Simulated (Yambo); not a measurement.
A G0W0@PBEsol run in Yambo for BaTiO3 (space group Amm2, No. 38) (4×4×4 Γ-centred k mesh, bands 2 to 128 and a 8 Ry block in the screening, 128 bands in G with the Bruneval-Gonze terminator, plasmon pole fitted at 27.2 eV) gives these matrix elements, in eV, at the band edges ((-0.5, -0.5, -0.5) → Γ):

```json
[
 {"state": "valence edge", "E0": "0.000", "<Vxc>": "-19.689", "<Σx>": "-24.768", "<Σc(E0)>": "4.619", "Z": "0.766"},
 {"state": "conduction edge", "E0": "2.170", "<Vxc>": "-18.756", "<Σx>": "-11.637", "<Σc(E0)>": "-5.492", "Z": "0.781"}
]
```

Solve the linearised quasiparticle equation for both states, give the gap, and say how exchange and correlation each act on it.

E = E0 + Z(Σx + Σc − Vxc). Valence: 0.000 + 0.766 × (-24.768 + (4.619) − (-19.689)) = -0.35 eV. Conduction: 2.170 + 0.781 × (-11.637 + (-5.492) − (-18.756)) = 3.44 eV. The gap is 3.79 eV, against 2.17 eV in PBEsol. Replacing Vxc by bare exchange alone would open it by 12.20 eV; correlation takes back 10.11 eV of that, and Z scales what is left. Nearest settings tried, and what they do to the gap: 84 bands in G: -16 meV; 52 bands in W, 52 bands in G: +8 meV; 3 Ry block (37 vectors against 175): +366 meV. Not varied: mesh. So the settings aren't converged at that level. 

Geometry of the Materials Project entry, not relaxed at this level; primitive cell a = 3.983 Å, b = 4.057 Å, c = 4.057 Å, α = 89.75°, β = 90.00°, γ = 90.00°.

This is not the ordinary phase of the substance.
